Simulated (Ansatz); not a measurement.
Here is an unrelaxed guess for Si₂O.

```cif
data_structure
_symmetry_space_group_name_H-M 'P 1'
_symmetry_Int_Tables_number 1
_cell_length_a 5.0799
_cell_length_b 5.0799
_cell_length_c 5.0799
_cell_angle_alpha 99.813
_cell_angle_beta 97.211
_cell_angle_gamma 134.753
_cell_volume 85.90
loop_
_atom_site_label
_atom_site_type_symbol
_atom_site_fract_x
_atom_site_fract_y
_atom_site_fract_z
_atom_site_occupancy
Si1 Si 0.81541 0.06765 0.92095 1
Si2 Si 0.81541 0.39446 0.24776 1
Si3 Si 0.14670 0.89446 0.07905 1
Si4 Si 0.14670 0.56765 0.75224 1
O1 O 0.56223 0.78789 0.27434 1
O2 O 0.51355 0.28789 0.72566 1
```

Theory: Ansatz, DFT PBE, scalar-relativistic, plane waves, PAW. Cutoff 420 eV; k points 6×6×6 on the computed 6-atom cell (Γ-centred); Gaussian smearing, width 0.10 eV; no spin polarisation.

Formation energies are uncorrected and refer to the elements' standard structures at the same level (O₂ as a molecule).

Question: How far from equilibrium is it?

Answer: The pressure is 8.6 GPa (the mean over three directions, positive in compression), the largest force is 3.93 eV/Å, and the energy is +0.64 eV/atom against the elements. The shortest distance is 2.14 Å.

Question: Is it a good guess?

Answer: A poor one: relaxing gains about 1.7 eV/atom (the start's value is from the coarse mesh, so the gain is rough) in 25 ionic steps and ends at −1.02 eV/atom on the finer mesh. The symmetry goes from Ima2 (No. 46) to Imma (No. 74). The volume per atom grows by 31.9 %, from 14.3 to 18.9 Å³. The shortest distance goes from 2.14 Å (Si–Si) to 1.69 Å (Si–O). Conventional cell: a = 3.931 Å, b = 9.346 Å, c = 6.166 Å. Si has 1 O at 1.69 Å and 3 Si at 2.37–2.39 Å; O is surrounded by 2 Si at 1.69 Å.

The last run used a 12×12×12 mesh for its 6-atom cell and Gaussian smearing of 0.10 eV. The relaxation can't lower the symmetry of the start, and the grade says only how near the guess is to its own end. A structure relaxed within its symmetry needn't be a true minimum.
